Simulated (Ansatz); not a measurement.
Relaxed-ion elastic tensor of Ti$_{2}$BiN in space group P6_3/mmc (No. 194; Ti on 4f, Bi on 2c, N on 2a) in GPa (Voigt order), DFT-PBEsol in the program Ansatz with PAW potentials; density 8.82 g/cm³, 15.00 Å³ per atom.

```json
[
 {"": "1", "1": "244", "2": "138", "3": "74.0", "4": "0.0", "5": "0.0", "6": "0.0"},
 {"": "2", "1": "138", "2": "244", "3": "74.0", "4": "0.0", "5": "0.0", "6": "0.0"},
 {"": "3", "1": "74.0", "2": "74.0", "3": "205", "4": "0.0", "5": "0.0", "6": "0.0"},
 {"": "4", "1": "0.0", "2": "0.0", "3": "0.0", "4": "65.6", "5": "0.0", "6": "0.0"},
 {"": "5", "1": "0.0", "2": "0.0", "3": "0.0", "4": "0.0", "5": "65.6", "6": "0.0"},
 {"": "6", "1": "0.0", "2": "0.0", "3": "0.0", "4": "0.0", "5": "0.0", "6": "52.8"}
]
```

Is the crystal mechanically stable?

Yes: the smallest eigenvalue of C is 52.8 GPa.

Work out the Voigt, Reuss and Hill averages.

K_V = 141, K_R = 136, K_H = 138; G_V = 63.9, G_R = 61.8, G_H = 62.9 GPa.

Give Young's modulus, Poisson's ratio, Pugh's ratio and the universal anisotropy index.

E = 9KG/(3K + G) = 164 GPa; ν = 0.30; K/G = 2.20 (ductile by the Pugh limit of 1.75); A_U = 5G_V/G_R + K_V/K_R − 6 = 0.20.

Estimate the sound speeds and the Debye temperature.

v_l = √((K + 4G/3)/ρ) = 5020 m/s, v_t = √(G/ρ) = 2670 m/s, mean 2980 m/s; Θ = (h/k)(3n/4πV)^(1/3) v_m = 360 K.

How much does each axis shrink under pressure?

Linear compressibilities β_i = Σ_j S_ij (j = 1 to 3): x 1.9, y 1.9, z 3.5 per TPa.

The start of the workflow was typed in or built on a structure type; neither database checked (COD, Materials Project) lists it. Whether it is the stable phase at ambient conditions was not checked. Symmetry was held in the PBEsol relaxation; its stability against distortions is not shown here. The workflow began spin-polarised and lost its moments. As this level gives no gap, shear constants depend on the k-mesh and smearing (Fermi–Dirac, 0.1 eV here). On the denser mesh and wider smearing of the elastic run this cell carries a stress of 0.6 GPa. Spin–orbit coupling is left out wherever it is not named.

Potentials: the later of the program's two PAW sets.
